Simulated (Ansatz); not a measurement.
Input:

TaS₂:
Space group Pca2₁ (No. 29); a = 5.989 Å, b = 5.903 Å, c = 5.914 Å, α = 90.00°, β = 90.00°, γ = 90.00°

```json
[
 {"atom": "Ta", "site": "4a", "symmetry": "1", "x": "0.0662", "y": "0.2786", "z": "0.2441"},
 {"atom": "S", "site": "4a", "symmetry": "1", "x": "0.3867", "y": "0.0777", "z": "0.3757"},
 {"atom": "S", "site": "4a", "symmetry": "1", "x": "0.2611", "y": "0.5694", "z": "0.4932"}
]
```

This is the PBEsol-relaxed structure.

All from PBEsol (plane waves, PAW; program Ansatz), unless another level is named. Give the electronic character.

metallic (no gap).

What about the formation energy from the elements (no fitted shifts)?

-0.82 eV/atom.

And the density of states at the Fermi level?

0.93 states/eV per atom (mean over ±0.08 eV).

Space group Pca2_1. The start of the workflow was typed in or built on a structure type; neither database checked (COD, Materials Project) lists it. COD files the formula under space group No. 42, 164, 166, 194. Its standing as an ambient phase is unchecked. Symmetry was held in the PBEsol relaxation; its stability against distortions is not shown here. The run is not spin-polarised. The references are the lowest solids computed at this level, not always the standard phases. Scalar-relativistic: spin–orbit coupling is off unless named, which matters more the heavier the elements.

Potentials: the earlier of the program's two PAW sets. The files were generated under PBE; for other functionals the program regenerates the frozen cores, and for LDA and PBEsol the local potential too.
